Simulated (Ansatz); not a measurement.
KMgF$_{3}$ (cubic perovskite, Pm-3m) at seven volumes, PBEsol (plane waves, PAW; program Ansatz), scaled uniformly. One row is withheld.

```csv
V (Å³/atom),P (GPa)
11.572,8.45
11.953,5.16
12.335,?
12.716,0.01
13.098,-1.99
13.479,-3.69
13.861,-5.13
```

Q: Fit the shown pressures and predict the withheld one.

A: P = (3/2)B₀(x^(7/2) − x^(5/2))[1 + (3/4)(B′ − 4)(x − 1)] with x = (V₀/V)^(2/3). Least squares on the six rows gives V₀ = 12.718 Å³/atom, B₀ = 72.3 GPa, B′ = 4.50. At V = 12.335, x = 1.0206 and P = 2.37 GPa. The run itself gave 2.37 GPa.

The cell was relaxed with PBEsol under the symmetry of its start; phonons on a q-mesh show no instability.

Potentials: the later of the program's two PAW sets.
